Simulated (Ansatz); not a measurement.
Starting cell, TiB$_{2}$ (AlB2 type, space group P6/mmm):

```yaml
crystal:
  lattice:
    - [3.03184, 0.00000, 0.00000]
    - [-1.51592, 2.62565, 0.00000]
    - [0.00000, 0.00000, 3.22428]
  atoms:
    - { symbol: Ti, position: [0.00000, 0.00000, 0.00000] }
    - { symbol: B, position: [0.33333, 0.66667, 0.50000] }
    - { symbol: B, position: [0.66667, 0.33333, 0.50000] }
```

In this cell atom 1 (Ti, nearest neighbour B at 2.380 Å; its periodic images, 3.0 Å or more away, move with it) is moved by s towards the nearest neighbour, unit vector (0.637, 0.368, -0.677); all other atoms and the cell stay fixed.

All values below come from PBE (plane waves to 420 eV, PAW, scalar-relativistic; Ansatz, an electronic-structure program). k mesh 14×14×12 (Γ-centred), Fermi-Dirac smearing 0.05 eV. The energy includes the smearing's −TS. With partly filled bands, energies and forces of such displacements shift with the k mesh and the smearing. The PAW data are Ansatz's earlier set. TiB2 is run without spin polarisation. TiB2 was relaxed with its symmetry unable to fall. The zero of ΔE is the undisplaced structure. The last digit holds for this mesh only.

```json
[
 {"s (Å)": "-0.240", "ΔE (meV/cell)": "424.6"},
 {"s (Å)": "-0.192", "ΔE (meV/cell)": "268.8"},
 {"s (Å)": "-0.144", "ΔE (meV/cell)": "150.0"},
 {"s (Å)": "-0.096", "ΔE (meV/cell)": "withheld"},
 {"s (Å)": "-0.048", "ΔE (meV/cell)": "16.5"},
 {"s (Å)": "0.000", "ΔE (meV/cell)": "0.0"},
 {"s (Å)": "0.048", "ΔE (meV/cell)": "16.5"},
 {"s (Å)": "0.096", "ΔE (meV/cell)": "withheld"},
 {"s (Å)": "0.144", "ΔE (meV/cell)": "150.0"},
 {"s (Å)": "0.192", "ΔE (meV/cell)": "268.8"},
 {"s (Å)": "0.240", "ΔE (meV/cell)": "424.6"}
]
```

Problem. Fit an even polynomial form (powers 2, 4) to the given rows and predict ΔE at s = -0.096.

Solution. Least squares on the 9 given rows: ΔE = (7153)·s² + (3786)·s⁴, in meV/cell with s in Å; root-mean-square residual 0.03 meV/cell. At -0.096 the fit gives 66.2 meV/cell; the calculation gives 66.3 meV/cell, so the interpolation is off by -0.1 (-0.2 %). The quadratic term alone would give 65.9 meV/cell.

(For displaced atoms, the force is minus the slope of the energy, and its curvature is a force constant, which sets phonon frequencies.)
